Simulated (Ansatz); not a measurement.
# Si: frozen-core PAW against all-electron methods

```
Si
1.0
     0.00000    2.71547    2.63401
     2.71547    0.00000    2.63401
     2.71547    2.71547    0.00000
Si
2
Direct
  0.50000 0.50000 0.50000
  0.75000 0.75000 0.75000
```

Atom numbers follow the list: Si1, Si2.

The structure is an experimental refinement, used without relaxation. The listed cell was then made from it by scaling, straining or moving an atom.

All numbers are computed: DFT, LDA, PAW with Ansatz's default frozen-core files, scalar-relativistic (Ansatz 0.2.0); DFT, LDA, all-electron PAW with datasets made for the crystal, scalar-relativistic (Ansatz 0.2.0); DFT, LDA, all-electron LAPW, scalar-relativistic (Ansatz 0.2.0).

For PAW: a Γ-centred 11×11×11 k mesh, Fermi–Dirac smearing of 0.08 eV, cutoff 420 eV, no spin polarisation; the PAW files were made with PBE, and the program remakes their frozen cores for this functional. The crystal-made all-electron datasets (AE datasets) take a cutoff of 200 eV at this cell. LAPW targets a basis error of 0.25 meV/atom. The Ansatz runs share mesh, smearing and spin set-up. Plane-wave (PAW) pressures include the program's estimate of the Pulay term.

Stress and pressure are positive in compression.

| quantity | PAW | AE datasets | LAPW |
| --- | --- | --- | --- |
| pressure (GPa) | 1.39 | 1.32 | 1.32 |
| stress xx (GPa) | 0.49 | 0.42 | 0.42 |
| stress zz (GPa) | 3.19 | 3.13 | 3.13 |

PAW's pressure differs from the LAPW value by +0.07 GPa. Datasets made for the crystal and LAPW share parts of one code, so their agreement isn't an independent check.
